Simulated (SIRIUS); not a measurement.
SIRIUS run on Ge (C2/m, 2 atoms in the cell; from Materials Project mp-32, changed as shown): self-consistent single point.

Computed with PBEsol, FP-LAPW (LAPW with two local orbitals a valence shell; core below -3 Ha), all-electron full potential with ZORA scalar-relativistic valence and Dirac core (SIRIUS).

The change in words: lattice vector a scaled by 1.01. Reference geometry (Fd-3m):
```yaml
crystal:
  lattice:
    - [0.00000, 2.83743, 2.83743]
    - [2.83743, 0.00000, 2.83743]
    - [2.83743, 2.83743, 0.00000]
  atoms:
    - { symbol: Ge, position: [0.50000, 0.50000, 0.50000] }
    - { symbol: Ge, position: [0.75000, 0.75000, 0.75000] }
```

Reference input (self-consistent single point, DFT, PBEsol, FP-LAPW (LAPW with two local orbitals a valence shell; core below -3 Ha), all-electron full potential with ZORA scalar-relativistic valence and Dirac core): parameters.ngridk = 8 8 8; basis = LAPW with two local orbitals a valence shell, core below -3 Ha; unit_cell.atom_type_rmt = {Ge: 2.25} bohr; parameters.xc_functionals = [XC_GGA_X_PBE_SOL, XC_GGA_C_PBE_SOL]; parameters.aw_cutoff = 7; parameters.pw_cutoff = 16 1/bohr; parameters.smearing = fermi_dirac; parameters.smearing_width = 0.00367493 Ha; parameters.electronic_structure_method = full_potential_lapwlo; parameters.lmax_apw = 8; parameters.lmax_rho = 8; parameters.lmax_pot = 8. This run's input differs from it in these lines:

```diff
@@ -36,3 +36,3 @@
     "lattice_vectors": [
-      [0.0, 5.3619561492, 5.3619561492],
+      [0.0, 5.4155752382, 5.4155752382],
       [5.3619561492, 0.0, 5.3619561492],
@@ -50,4 +50,4 @@
       "Ge": [
-        [2.837425, 2.837425, 2.837425],
-        [4.2561375, 4.2561375, 4.2561375]
+        [2.837425, 2.851612, 2.851612],
+        [4.2561375, 4.277418, 4.277418]
       ]
```

Output (repeated stretches shortened):

```
[find] density tolerance         : 1e-06
[find] total energy tolerance    : 1e-07
[find] iter_solver_tol (initial) : 0.01
[find] iter_solver_tol (target)  : 1e-13
[find] num_dft_iter              : 100
Charges and magnetic moments
--------------------------------------------------------------------------------
atom      charge    core leakage
--------------------------------------------------------------------------------
   0   30.202948    0.000000e+00
   1   30.202948    0.000000e+00

total core leakage    : 0.00000000e+00
interstitial charge   : 3.594104
total charge          : 64.000000
[find] | SCF iteration   0 out of 100|
   [... lines left out ...]
[find]    1   30.219242    7.940064e-04
[find] total core leakage    : 1.58801285e-03
[find] interstitial charge   : 3.559926
[find] total charge          : 63.998411
[find] Energy
[find] smearing (-TS)                 :      -0.00018275
[find] Total energy                   :   -4195.13684189 (Ha),   -8390.27368377 (Ry)
[find] Free energy (E-TS)             :   -4195.13702463 (Ha),   -8390.27404926 (Ry)
[find] band gap (eV)                  :       0.02883109
[find] Efermi                         :       0.17851812
[find] iteration : 11, RMS (target) : 2.3895e-07 (1.0000e-06) , energy difference (target) : 1.0832e-09 (1.0000e-07)
[find] converged after 12 SCF iterations!
Warning in function "check_num_electrons" at src/density/density.cpp:1179
wrong number of electrons
  obtained value : 63.9984
  target value : 64
  difference : 0.00158915
  total core leakage : 0.00158801
    atom class : 0, core leakage : 0.000794006
[find] Charges and magnetic moments
[find] atom      charge    core leakage
[find]    0   30.219242    7.940064e-04
[find]    1   30.219242    7.940064e-04
[find] total core leakage    : 1.58801285e-03
[find] interstitial charge   : 3.559926
[find] total charge          : 63.998411
[find] Energy
[find] smearing (-TS)                 :      -0.00018275
[find] Total energy                   :   -4195.13684189 (Ha),   -8390.27368377 (Ry)
[find] Free energy (E-TS)             :   -4195.13702463 (Ha),   -8390.27404926 (Ry)
[find] band gap (eV)                  :       0.02883109
[find] Efermi                         :       0.17851812
[ground_state] ==== total Forces in Ha/bohr =====
[ground_state] atom:    0, force:       0.0016247     -0.0007763     -0.0007763
[ground_state] atom:    1, force:      -0.0016247      0.0007763      0.0007763
```

The run converged in 12 iterations. Against the reference run the free energy is nearly the same (within 1 meV/atom) and the largest force goes from 0.000 to 0.101 eV/Å.

The structure comes from a collection of computed structures, made at another level of theory; the collection holds predicted forms beside known ones. No clean gap shows at this smearing width and mesh (spacing up to 0.24 Å⁻¹); the mesh is coarse for partly filled bands, so the values carry mesh errors. Semi-local functionals can close small gaps. Values depend on the basis (sphere radii, cutoffs, local orbitals), which need not be converged.

Cost on one core: roughly 50 core-seconds.
